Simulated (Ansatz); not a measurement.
Nb₂Te₆Mo: stable or not

The structure comes from a generated guess, relaxed at this level; another structure or a mixture of phases may lie lower.

These are results of Ansatz, DFT PBE, scalar-relativistic, plane waves, PAW, not measurements. Cutoff 420 eV, Γ-centred 6×6×6 mesh (9-atom cell), Gaussian smearing of 0.10 eV, no spin polarisation.

```cif
data_structure
_symmetry_space_group_name_H-M 'P-62m'
_symmetry_Int_Tables_number 189
_cell_length_a 6.2959
_cell_length_b 6.2959
_cell_length_c 8.3585
_cell_angle_alpha 90.000
_cell_angle_beta 90.000
_cell_angle_gamma 120.000
_cell_volume 286.93
loop_
_atom_site_label
_atom_site_type_symbol
_atom_site_symmetry_multiplicity
_atom_site_Wyckoff_symbol
_atom_site_fract_x
_atom_site_fract_y
_atom_site_fract_z
_atom_site_occupancy
Nb1 Nb 2 c 0.33333 0.66667 0.00000 1
Te1 Te 6 i 0.32703 0.00000 0.77980 1
Mo1 Mo 1 a 0.00000 0.00000 0.00000 1
```

The zero of energy is the elements' standard structures at the same level; no fitted shifts are applied.

**Question.** These tests were run: energy against the elements; phonons at Γ. What do they show?

**Answer.**

```json
{"test": "energy against the elements", "result": "−0.36 eV/atom"}
{"test": "phonons at Γ", "result": "lowest optical mode 80 cm⁻¹"}
```

It fails none of these tests. Other phases of the system weren't compared here, so this isn't yet thermodynamic stability. Phonons away from Γ weren't computed.

Weakly bound directions are ill-defined at this level, which has no dispersion term. Spin–orbit coupling, which can matter for Te, is left out. The cell is a metal run without spin, though a test with spin on the coarse mesh kept 0.9 μB a cell, so a magnetic state probably lies lower. The reference form of Te is held partly by dispersion forces, which this level lacks. The run for the phonons used a 6×6×6 k mesh and Fermi–Dirac smearing of 0.15 eV.
